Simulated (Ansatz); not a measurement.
ZrSnTe:
```cif
data_Sn2Te2Zr2
_chemical_formula_sum 'Zr2 Sn2 Te2'
_space_group_name_H-M_alt 'P4/nmm :1'
_space_group_IT_number 129
_space_group_name_Hall 'P 4ab 2ab -1ab'
_cell_length_a 4.09286
_cell_length_b 4.09286
_cell_length_c 8.79336
_cell_angle_alpha 90.000
_cell_angle_beta 90.000
_cell_angle_gamma 90.000
loop_
_space_group_symop_operation_xyz
  'x, y, z'
  '-y+1/2, x+1/2, z'
  '-x, -y, z'
  'y+1/2, -x+1/2, z'
  'x+1/2, -y+1/2, -z'
  '-y, -x, -z'
  '-x+1/2, y+1/2, -z'
  'y, x, -z'
  '-x+1/2, -y+1/2, -z'
  'y, -x, -z'
  'x+1/2, y+1/2, -z'
  '-y, x, -z'
  '-x, y, z'
  'y+1/2, x+1/2, z'
  'x, -y, z'
  '-y+1/2, -x+1/2, z'
loop_
_atom_site_label
_atom_site_type_symbol
_atom_site_symmetry_multiplicity
_atom_site_Wyckoff_symbol
_atom_site_fract_x
_atom_site_fract_y
_atom_site_fract_z
_atom_site_occupancy
Zr1 Zr 2 c 0.50000 0.00000 0.26353 1
Sn1 Sn 2 a 0.00000 0.00000 0.00000 1
Te1 Te 2 c 0.00000 0.50000 0.38022 1
```

Relaxed with r²SCAN.

Question: Tabulate the valence density and the electron localisation function along the shortest Zr–Sn contact (3.09 Å), r²SCAN in the plane-wave PAW code Ansatz.

Answer: 

```csv
distance from Zr (Å),density (e/Å³),ELF
0.31,3.96,0.46
0.46,3.96,0.75
0.62,2.97,0.82
0.77,1.73,0.76
0.93,0.85,0.54
1.08,0.43,0.28
1.24,0.28,0.21
1.39,0.23,0.32
1.55,0.24,0.50
1.70,0.27,0.57
1.85,0.32,0.49
2.01,0.44,0.37
2.16,0.71,0.32
2.32,1.41,0.25
2.47,3.02,0.14
2.63,6.11,0.04
2.78,10.56,0.01
```

The density is the valence pseudo-density with augmentation charge, so density and ELF within about 1 Å of a nucleus are not all-electron values.

The workflow started from a Materials Project entry (that database holds measured and hypothetical structures alike); the Crystallography Open Database copy checked does not list it. Its standing as an ambient phase is unchecked. Symmetry was held in the r²SCAN relaxation; its stability against distortions is not shown here. No spin polarisation was allowed. Scalar-relativistic: spin–orbit coupling is off unless named, which matters more the heavier the elements.

Potentials: the later of the program's two PAW sets.
